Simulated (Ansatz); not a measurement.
YSiNO2:
```xyz
5
Lattice="3.5746 0.0000 0.0000 0.0000 3.5746 0.0000 0.0000 0.0000 3.6852" Properties=species:S:1:pos:R:3 pbc="T T T"
Y      0.0000     0.0000     1.8426
Si     1.7873     1.7873     0.0000
N      1.7873     1.7873     1.8426
O      1.7873     0.0000     0.0000
O      0.0000     1.7873     0.0000
```

x, y and z are the axes in which the lattice vectors are written.

Task: Give the high-frequency dielectric tensor and the Born effective charge tensors of the independent atoms from DFPT, plane-wave PAW PBEsol (Ansatz code).

Result: 
ε∞:
```
6.04  0.00  0.00
0.00  6.04  0.00
0.00  0.00  5.29
```
Z* of atom 1 (Y), rows: field, columns: displacement, in e:
```
4.64  0.00  0.00
0.00  4.64  0.00
0.00  0.00  3.89
```
Z* of atom 2 (Si), rows: field, columns: displacement, in e:
```
3.95  0.00  0.00
0.00  3.95  0.00
0.00  0.00  4.32
```
Z* of atom 3 (N), rows: field, columns: displacement, in e:
```
-3.25   0.00   0.00
 0.00  -3.25   0.00
 0.00   0.00  -3.34
```
Z* of atom 4 (O), rows: field, columns: displacement, in e:
```
-2.07   0.00   0.00
 0.00  -3.26   0.00
 0.00   0.00  -2.43
```

Space group P4/mmm. The start of the workflow was typed in or built on a structure type; neither database checked (COD, Materials Project) lists it. COD files the formula under space group No. 15, 63. Its standing as an ambient phase is unchecked. The cell was relaxed with PBEsol under the symmetry of its start. At this level the phase is dynamically unstable (imaginary phonons). No spin polarisation was allowed. Spin–orbit coupling is left out wherever it is not named.

Potentials: the later of the program's two PAW sets.
